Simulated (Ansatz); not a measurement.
## HfIn4SiO6: changing the functional

```
Hf In Si O
1.0
     5.69867    0.00381    0.01559
    -0.70506    6.10815   -0.00575
    -2.73718   -1.39557    6.63076
Hf In Si O
1 4 1 6
Cartesian
  0.2972 -0.0900 0.8831
  -0.4860 5.0863 4.8335
  2.9601 -0.6377 3.2997
  -0.4663 2.2403 3.5350
  2.4974 2.6606 1.3677
  2.2933 1.4988 5.6832
  0.7088 1.2617 5.2639
  3.2588 1.4387 4.3619
  5.4139 1.6003 0.0368
  2.4594 2.8937 6.5395
  -0.6297 -0.1526 2.6118
  2.1007 0.3624 1.4524
```

The cell comes from a database or a generator and needn't be the stable form of this composition.

Kept alike: task band structure; k mesh 4 × 4 × 3; occupations fermi-dirac, width 0.05 eV; no spin polarisation. Program: Ansatz, all-electron LAPW, scalar-relativistic. The mesh is that of the run's cell of 12 atoms. No spin-orbit coupling.

| functional | band gap (eV) | pressure (GPa) |
| --- | --- | --- |
| LDA | 0.957 | -5.85 |
| PBEsol | 0.933 | -3.22 |
| RPBE | 1.027 | 2.46 |
| revPBE | 1.015 | 1.81 |

Pressure is positive in compression. Gaps are the smaller of the mesh's and the band path's.

Problem. What does the functional change here?

Solution. The band gap runs from 0.933 (PBEsol) to 1.027 eV (RPBE). The pressure runs from -5.85 (LDA) to 2.46 GPa (RPBE).
